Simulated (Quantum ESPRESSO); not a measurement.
# NbHfTaF2O6: one run as intended and one with a planted mistake

Computed values, not a measurement. The program is pw.x of Quantum ESPRESSO 7.5 (plane-wave density functional theory). The cell is made up: 11 atoms on a rutile lattice with one site empty, with randomly drawn elements, strain and displacements, not relaxed. PseudoDojo standard norm-conserving files (v0.5 for PBE, v0.4.1 for LDA and PBEsol) set the functional; there is no spin polarisation, spin-orbit coupling or dispersion term, and the masses in the input are unused placeholders.

The hafnium pseudopotential is less sure than the others, with forces about 3 percent (worst 6) and pressure in oxides about 1.5 GPa (worst 2.7) from a second method in checks, which no rerun with the same files tests.

Intended input:

```
&control calculation='scf', pseudo_dir='./dojo.nc.sr.pbe.v0_5.standard.upf', outdir='./o', disk_io='medium', tprnfor=.true., tstress=.true. /
&system ibrav=0, nat=11, ntyp=5, nbnd=50, ecutwfc=84.00895049, nosym=.true., tot_charge=0,
 occupations='smearing', smearing='fd', degauss=0.0018374661
/
&electrons conv_thr=7.350e-09, electron_maxstep=60, /
ATOMIC_SPECIES
F 1.0 F.upf
Hf 1.0 Hf.upf
Nb 1.0 Nb.upf
O 1.0 O.upf
Ta 1.0 Ta.upf
CELL_PARAMETERS angstrom
4.9946 0.0 0.0
0.0 4.9946 0.0
0.0 0.0 6.6048
ATOMIC_POSITIONS angstrom
Nb -0.04 -0.0219 -0.0586
Hf 0.0015 0.021 3.2912
Ta 2.5717 2.4764 5.0452
F 1.4598 1.5458 -0.0911
O 3.3631 3.3784 0.0035
O 4.0052 1.0283 1.6571
F 0.9791 4.1562 1.5972
O 1.5139 1.4817 3.436
O 3.3788 3.491 3.2776
O 4.0741 1.0377 4.8962
O 0.9256 4.0686 4.9234
K_POINTS automatic
5 5 4 1 1 1
```

The log is shortened where brackets say so; the opening notice, blank lines, dates and the lines on written files are dropped, and the path of the files is cut. It prints rydbergs, bohrs and kilobars, and counts compression as positive stress. Where no state is partly filled, the Fermi energy that it prints is only some level between the filled and the empty states on the mesh, and need not lie in the true gap.

Log of the intended run:

```
     Program PWSCF v.7.5
     Parallel version (MPI & OpenMP), running on       1 processor cores
     Number of MPI processes:                 1
     Threads/MPI process:                     1
     [start-up lines left out]
     bravais-lattice index     =            0
     lattice parameter (alat)  =       9.4384  a.u.
     unit-cell volume          =    1111.8794 (a.u.)^3
     number of atoms/cell      =           11
     number of atomic types    =            5
     number of electrons       =        88.00
     number of Kohn-Sham states=           50
     kinetic-energy cutoff     =      84.0090  Ry
     charge density cutoff     =     336.0358  Ry
     scf convergence threshold =      7.3E-09
     mixing beta               =       0.7000
     number of iterations used =            8  plain     mixing
     Exchange-correlation= PBE
                           (   1   4   3   4   0   0   0)
     [axes and pseudopotential details left out]
   Cartesian axes
     site n.     atom                  positions (alat units)
         1        Nb     tau(   1) = (  -0.0080086  -0.0043847  -0.0117327  )
         2        Hf     tau(   2) = (   0.0003003   0.0042045   0.6589517  )
         3        Ta     tau(   3) = (   0.5148961   0.4958155   1.0101309  )
         4        F      tau(   4) = (   0.2922757   0.3094943  -0.0182397  )
         5        O      tau(   5) = (   0.6733472   0.6764105   0.0007008  )
         6        O      tau(   6) = (   0.8019061   0.2058824   0.3317783  )
         7        F      tau(   7) = (   0.1960317   0.8321387   0.3197854  )
         8        O      tau(   8) = (   0.3031074   0.2966604   0.6879430  )
         9        O      tau(   9) = (   0.6764906   0.6989549   0.6562287  )
        10        O      tau(  10) = (   0.8157010   0.2077644   0.9802987  )
        11        O      tau(  11) = (   0.1853201   0.8145998   0.9857446  )
     number of k points=    50  Fermi-Dirac smearing, width (Ry)=  0.0018
                       cart. coord. in units 2pi/alat
        k(    1) = (   0.1000000   0.1000000   0.0945260), wk =   0.0400000
        k(    2) = (   0.1000000   0.1000000   0.2835779), wk =   0.0400000
     [further k points left out]
     Dense  grid:   115761 G-vectors     FFT dimensions: (  60,  60,  75)
     Estimated max dynamical RAM per process >     195.25 MB
     Initial potential from superposition of free atoms
     starting charge      87.9949, renormalised to      88.0000
     Starting wfcs are   62 randomized atomic wfcs
     total cpu time spent up to now is       13.3 secs
     per-process dynamical memory:   106.4 Mb
     Self-consistent Calculation
     iteration #  1     ecut=    84.01 Ry     beta= 0.70
     Davidson diagonalization with overlap
     ethr =  1.00E-02,  avg # of iterations =  2.0
     total cpu time spent up to now is       38.4 secs
     total energy              =    -661.68708536 Ry
     estimated scf accuracy    <       6.53383717 Ry
     iteration #  2     ecut=    84.01 Ry     beta= 0.70
     Davidson diagonalization with overlap
     ethr =  7.42E-03,  avg # of iterations =  6.6
     total cpu time spent up to now is       81.2 secs
     total energy              =    -655.70678019 Ry
     estimated scf accuracy    <      83.20040716 Ry
     [iterations 3 to 18 left out]
     iteration # 19     ecut=    84.01 Ry     beta= 0.70
     Davidson diagonalization with overlap
     ethr =  1.03E-10,  avg # of iterations =  2.5
     total cpu time spent up to now is      568.5 secs
     total energy              =    -665.37585726 Ry
     estimated scf accuracy    <       0.00000003 Ry
     iteration # 20     ecut=    84.01 Ry     beta= 0.70
     Davidson diagonalization with overlap
     ethr =  3.63E-11,  avg # of iterations =  2.0
     total cpu time spent up to now is      592.6 secs
     End of self-consistent calculation
     [lines on levels left out]
     the Fermi energy is     6.4537 ev
!    total energy              =    -665.37585726 Ry
     estimated scf accuracy    <          1.6E-09 Ry
     smearing contrib. (-TS)   =      -0.00000004 Ry
     internal energy E=F+TS    =    -665.37585722 Ry
     The total energy is F=E-TS. E is the sum of the following terms:
     one-electron contribution =    -266.82419170 Ry
     hartree contribution      =     169.30284961 Ry
     xc contribution           =    -155.10796013 Ry
     ewald contribution        =    -412.74655500 Ry
     convergence has been achieved in  20 iterations
     Forces acting on atoms (cartesian axes, Ry/au):
     atom    1 type  3   force =    -0.13726870    0.00695439    0.08012800
     atom    2 type  2   force =    -0.02757759    0.03529890   -0.07342419
     atom    3 type  5   force =     0.03674021    0.06921532   -0.23854013
     atom    4 type  1   force =    -0.02591018   -0.03335309   -0.01690291
     atom    5 type  4   force =     0.06928136    0.06723851   -0.09034525
     atom    6 type  4   force =     0.10976675   -0.11728318   -0.10978952
     atom    7 type  1   force =    -0.02058169    0.00983906   -0.04653949
     atom    8 type  4   force =    -0.00571067   -0.00468849    0.12192901
     atom    9 type  4   force =     0.01375991   -0.00791582    0.17449061
     atom   10 type  4   force =    -0.01593307   -0.01123148    0.09824710
     atom   11 type  4   force =     0.00343369   -0.01407414    0.10074678
     Total force =     0.471021     Total SCF correction =     0.000110
     Computing stress (Cartesian axis) and pressure
          total   stress  (Ry/bohr**3)                   (kbar)     P=     -213.20
  -0.00119910  -0.00027060  -0.00000448         -176.39      -39.81       -0.66
  -0.00027060  -0.00120765  -0.00015386          -39.81     -177.65      -22.63
  -0.00000448  -0.00015386  -0.00194109           -0.66      -22.63     -285.54
     init_run     :     12.55s CPU     13.20s WALL (       1 calls)
     electrons    :    574.66s CPU    579.30s WALL (       1 calls)
     forces       :      5.64s CPU      5.68s WALL (       1 calls)
     stress       :     21.17s CPU     21.28s WALL (       1 calls)
     [timing details left out]
     PWSCF        :  10m14.18s CPU  10m19.77s WALL
     JOB DONE.
```

A second run has one planted mistake: the smearing is too wide. The input lines that differ, file-writing options aside:

```
- &system ibrav=0, nat=11, ntyp=5, nbnd=50, ecutwfc=84.00895049, nosym=.true., tot_charge=0,
+ &system ibrav=0, nat=11, ntyp=5, nbnd=68, ecutwfc=84.00895049, nosym=.true., tot_charge=0,
-  occupations='smearing', smearing='fd', degauss=0.0018374661
+  occupations='smearing', smearing='fd', degauss=0.0485091053
```

Its log:

```
     Program PWSCF v.7.5
     Parallel version (MPI & OpenMP), running on       1 processor cores
     Number of MPI processes:                 1
     Threads/MPI process:                     1
     [start-up lines left out]
     bravais-lattice index     =            0
     lattice parameter (alat)  =       9.4384  a.u.
     unit-cell volume          =    1111.8794 (a.u.)^3
     number of atoms/cell      =           11
     number of atomic types    =            5
     number of electrons       =        88.00
     number of Kohn-Sham states=           68
     kinetic-energy cutoff     =      84.0090  Ry
     charge density cutoff     =     336.0358  Ry
     scf convergence threshold =      7.3E-09
     mixing beta               =       0.7000
     number of iterations used =            8  plain     mixing
     Exchange-correlation= PBE
                           (   1   4   3   4   0   0   0)
     [axes and pseudopotential details left out]
   Cartesian axes
     site n.     atom                  positions (alat units)
         1        Nb     tau(   1) = (  -0.0080086  -0.0043847  -0.0117327  )
         2        Hf     tau(   2) = (   0.0003003   0.0042045   0.6589517  )
         3        Ta     tau(   3) = (   0.5148961   0.4958155   1.0101309  )
         4        F      tau(   4) = (   0.2922757   0.3094943  -0.0182397  )
         5        O      tau(   5) = (   0.6733472   0.6764105   0.0007008  )
         6        O      tau(   6) = (   0.8019061   0.2058824   0.3317783  )
         7        F      tau(   7) = (   0.1960317   0.8321387   0.3197854  )
         8        O      tau(   8) = (   0.3031074   0.2966604   0.6879430  )
         9        O      tau(   9) = (   0.6764906   0.6989549   0.6562287  )
        10        O      tau(  10) = (   0.8157010   0.2077644   0.9802987  )
        11        O      tau(  11) = (   0.1853201   0.8145998   0.9857446  )
     number of k points=    50  Fermi-Dirac smearing, width (Ry)=  0.0485
                       cart. coord. in units 2pi/alat
        k(    1) = (   0.1000000   0.1000000   0.0945260), wk =   0.0400000
        k(    2) = (   0.1000000   0.1000000   0.2835779), wk =   0.0400000
     [further k points left out]
     Dense  grid:   115761 G-vectors     FFT dimensions: (  60,  60,  75)
     Estimated max dynamical RAM per process >     215.54 MB
     Initial potential from superposition of free atoms
     starting charge      87.9949, renormalised to      88.0000
     Starting wfcs are   62 randomized atomic wfcs +    6 random wfcs
     total cpu time spent up to now is       12.8 secs
     per-process dynamical memory:   110.5 Mb
     Self-consistent Calculation
     iteration #  1     ecut=    84.01 Ry     beta= 0.70
     Davidson diagonalization with overlap
     ethr =  1.00E-02,  avg # of iterations =  6.6
     total cpu time spent up to now is       58.0 secs
     total energy              =    -661.96489445 Ry
     estimated scf accuracy    <       6.22124516 Ry
     iteration #  2     ecut=    84.01 Ry     beta= 0.70
     Davidson diagonalization with overlap
     ethr =  7.07E-03,  avg # of iterations =  2.9
     total cpu time spent up to now is      100.3 secs
     total energy              =    -656.00269902 Ry
     estimated scf accuracy    <      81.69429294 Ry
     [iterations 3 to 18 left out]
     iteration # 19     ecut=    84.01 Ry     beta= 0.70
     Davidson diagonalization with overlap
     ethr =  2.67E-11,  avg # of iterations =  2.0
     total cpu time spent up to now is      721.1 secs
     total energy              =    -665.52860280 Ry
     estimated scf accuracy    <       0.00000002 Ry
     iteration # 20     ecut=    84.01 Ry     beta= 0.70
     Davidson diagonalization with overlap
     ethr =  2.67E-11,  avg # of iterations =  1.0
     total cpu time spent up to now is      752.4 secs
     End of self-consistent calculation
     [lines on levels left out]
     the Fermi energy is     6.6160 ev
!    total energy              =    -665.52860280 Ry
     estimated scf accuracy    <          2.0E-09 Ry
     smearing contrib. (-TS)   =      -0.36966187 Ry
     internal energy E=F+TS    =    -665.15894093 Ry
     The total energy is F=E-TS. E is the sum of the following terms:
     one-electron contribution =    -267.21660540 Ry
     hartree contribution      =     169.98881207 Ry
     xc contribution           =    -155.18459261 Ry
     ewald contribution        =    -412.74655500 Ry
     convergence has been achieved in  20 iterations
     Forces acting on atoms (cartesian axes, Ry/au):
     atom    1 type  3   force =    -0.09581085   -0.00362082    0.05347236
     atom    2 type  2   force =    -0.02769522    0.03276452   -0.05922626
     atom    3 type  5   force =     0.03625998    0.05828790   -0.13321261
     atom    4 type  1   force =    -0.01527001   -0.02219596   -0.02435936
     atom    5 type  4   force =     0.04499630    0.04361974   -0.09799603
     atom    6 type  4   force =     0.08355562   -0.08945629   -0.05205775
     atom    7 type  1   force =    -0.01941209    0.00823885   -0.01872547
     atom    8 type  4   force =    -0.00656283   -0.00439010    0.08880983
     atom    9 type  4   force =     0.01515505   -0.00252229    0.13336686
     atom   10 type  4   force =    -0.03234487    0.00673536    0.05421216
     atom   11 type  4   force =     0.01712891   -0.02746090    0.05571627
     Total force =     0.327646     Total SCF correction =     0.000085
     Computing stress (Cartesian axis) and pressure
          total   stress  (Ry/bohr**3)                   (kbar)     P=     -169.92
  -0.00098542  -0.00015684  -0.00003047         -144.96      -23.07       -4.48
  -0.00015684  -0.00098627  -0.00012498          -23.07     -145.09      -18.38
  -0.00003047  -0.00012498  -0.00149365           -4.48      -18.38     -219.72
     init_run     :     11.95s CPU     12.70s WALL (       1 calls)
     electrons    :    733.64s CPU    739.61s WALL (       1 calls)
     forces       :      8.56s CPU      8.62s WALL (       1 calls)
     stress       :     29.87s CPU     30.00s WALL (       1 calls)
     [timing details left out]
     PWSCF        :  13m 4.20s CPU  13m11.29s WALL
     JOB DONE.
```

|  | intended run | run with the mistake |
| --- | --- | --- |
| free energy (eV) | -9052.900 | -9054.978 |
| smearing term -TS (eV) | 0.0000 | -5.0295 |
| pressure (GPa) | -21.32 | -16.99 |
| largest force component (eV/Å) | 6.133 | 3.429 |
| largest change of a force component (eV/Å) |  | 2.708 |
| iterations | 20 | 20 |

For scale, a rerun of the intended cell at 1467 eV and a 7 x 7 x 6 mesh moved values by no more than 0.004 eV in energy, 0.03 GPa in stress and 0.002 eV/Å in force. The number of bands, nbnd, was set by rule from the electron count and the smearing, so it follows the mistake.